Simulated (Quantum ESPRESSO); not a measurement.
Band energies of NaYS2 at +1 % isotropic strain

```
CELL_PARAMETERS angstrom
      1.98789     1.14771     6.64865
     -1.98789     1.14771     6.64865
      0.00000    -2.29541     6.64865
ATOMIC_POSITIONS crystal
  Na 0.00000 0.00000 0.00000
  S  0.24151 0.24151 0.24151
  S  0.75849 0.75849 0.75849
  Y  0.50000 0.50000 0.50000
```

PBEsol (Quantum ESPRESSO, PseudoDojo norm-conserving, 88 Ry, scalar-relativistic); path ΓLB1,BZΓX,QFP1Z,LP; energies in eV from the valence-band maximum.

```csv
k (1/Å),point,band 12,band 13,band 14,band 15,band 16,band 17,band 18,band 19
0.00,Γ,-1.64,-1.64,-0.15,0.00,0.00,3.44,3.44,3.93
0.46,,-2.09,-1.78,-1.51,-0.51,-0.33,3.04,4.38,4.41
0.93,L,-2.16,-1.82,-1.54,-1.10,-0.70,2.71,5.13,5.25
1.52,B1,-2.49,-2.13,-1.60,-1.23,-0.94,3.66,4.18,4.72
1.52,B,-2.49,-2.13,-1.60,-1.23,-0.94,3.66,4.18,4.72
1.85,,-2.60,-1.61,-1.36,-1.24,-0.50,3.38,3.38,5.21
2.40,,-1.89,-1.58,-1.20,-0.25,-0.15,3.44,3.53,3.78
2.51,Z,-1.59,-1.59,-1.51,-0.10,-0.10,3.48,3.48,3.68
2.86,,-1.63,-1.63,-0.33,-0.01,-0.01,3.45,3.45,3.89
2.98,Γ,-1.64,-1.64,-0.15,0.00,0.00,3.44,3.44,3.93
3.37,,-2.05,-1.69,-1.29,-0.57,-0.18,3.55,3.69,4.39
3.77,,-2.19,-1.83,-1.73,-1.24,-1.03,3.81,4.09,4.77
4.06,X,-2.33,-2.27,-1.55,-1.27,-0.98,3.70,4.43,4.48
4.06,Q,-2.33,-2.27,-1.55,-1.27,-0.98,3.70,4.43,4.48
4.19,,-2.28,-1.92,-1.64,-1.21,-0.84,3.24,4.55,4.61
4.56,F,-2.31,-1.45,-1.25,-0.84,-0.82,2.23,5.09,5.12
4.56,P1,-2.33,-1.47,-1.32,-0.89,-0.79,2.33,4.97,5.25
4.99,,-2.27,-1.45,-1.35,-0.57,-0.54,2.81,4.32,4.33
5.33,,-1.82,-1.58,-1.27,-0.19,-0.13,3.45,3.52,3.74
5.42,Z,-1.59,-1.59,-1.51,-0.10,-0.10,3.48,3.48,3.68
5.42,L,-2.16,-1.82,-1.54,-1.10,-0.70,2.71,5.13,5.25
5.74,P,-2.33,-1.47,-1.32,-0.89,-0.79,2.33,4.97,5.25
```

The PBEsol gap is indirect, 2.23 eV, from Γ to F; the smallest direct gap is 3.05 eV.

Geometry strained from the cell relaxed with PBEsol, atoms relaxed again.
